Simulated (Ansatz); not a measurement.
Values for one crystal, relaxed and computed with the program Ansatz at the LDA level (PAW); other levels are named.

```yaml
volume_per_atom: 23.35 Å³
band_gap: 0.78 eV (direct)
valence_band_maximum: at T
hole_effective_mass: 0.071, 1.4, 1.4 mₑ (principal values)
conduction_band_minimum: at T
electron_effective_mass: 0.083, 0.11, 0.11 mₑ (principal values)
Formation energy from the elements (no fitted shifts): -0.55 eV/atom
```

Q: Which compound is it?
(A) GaSe, R3m (Ga on 3a, Ga on 3a, Se on 3a, Se on 3a)
(B) WS2, R3m (W on 3a, S on 3a, S on 3a)
(C) MoSe2, P6_3/mmc (Mo on 2c, Se on 4f)
(D) ZnSe, zinc blende

A: A, GaSe, R3m (Ga on 3a, Ga on 3a, Se on 3a, Se on 3a)

The first step of the workflow began from a Materials Project structure, measured or hypothetical; the Crystallography Open Database copy checked does not list it. It is not the phase usual at ambient conditions (space group No. 194). Symmetry was held in the LDA relaxation; whether a distortion lowers the energy is not shown. A crystal of weakly bound layers computed without a dispersion correction: the cell and the soft elastic constants depend strongly on that. The references are the lowest solids computed at this level, not always the standard phases. Scalar-relativistic: spin–orbit coupling is off unless named, which matters more the heavier the elements.

Potentials: the earlier of the program's two PAW sets. The files were generated under PBE; for other functionals the program regenerates the frozen cores, and for LDA and PBEsol the local potential too.
